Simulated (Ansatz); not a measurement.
Starting cell, Mo (bcc, W type):

```
Mo
1.0
   -3.16077     3.16077     3.16077
    1.58038    -1.58038     1.58038
    1.58038     1.58038    -1.58038
Mo
2
Direct
  0.00000   0.00000   0.00000
  0.50000   0.00000   0.00000
```

A phonon eigenvector at N = (0.5, 0.0, 0.0) is frozen into this cell: atom i moves by Q times the vector below, so Q is the largest atomic displacement, in Å. The cell is held. (q is in reciprocal vectors of the primitive cell; the cell shown is doubled to hold the pattern.)

| atom | x | y | z |
|---|---|---|---|
| Mo1 | 0.000 | 0.707 | -0.707 |
| Mo2 | 0.000 | -0.707 | 0.707 |

All values below come from PBE (plane waves to 420 eV, PAW, scalar-relativistic; Ansatz, a program for electronic structure). k mesh 21×21×21 (Γ-centred), Fermi-Dirac smearing 0.05 eV. The energy includes the smearing's −TS. With partly filled bands, energies and forces of such displacements shift with the k mesh and the smearing. Mo is run without spin polarisation. Mo was relaxed with its symmetry unable to fall. The PAW data are Ansatz's earlier set. The zero of ΔE is the undisplaced structure. The last digit holds for this mesh only.

| Q (Å) | ΔE (meV/cell) |
|---|---|
| -0.1000 | 123.8 |
| -0.0833 | 87.1 |
| -0.0667 | withheld |
| -0.0500 | 32.0 |
| -0.0333 | 14.3 |
| -0.0167 | 3.6 |
| 0.0000 | 0.0 |
| 0.0167 | 3.6 |
| 0.0333 | 14.3 |
| 0.0500 | 32.0 |
| 0.0667 | withheld |
| 0.0833 | 87.1 |
| 0.1000 | 123.8 |

Fit an even polynomial form (powers 2, 4) to the given rows and predict ΔE at Q = -0.0667.

Least squares on the 11 given rows: ΔE = (12940)·Q² + (-56380)·Q⁴, in meV/cell with Q in Å; root-mean-square residual 0.02 meV/cell. At -0.0667 the fit gives 56.5 meV/cell; the calculation gives 56.4 meV/cell, so the interpolation is off by 0.1 (+0.2 %). The quadratic term alone would give 57.6 meV/cell.

(For displaced atoms, the force is minus the slope of the energy, and its curvature is a force constant, which sets phonon frequencies.)
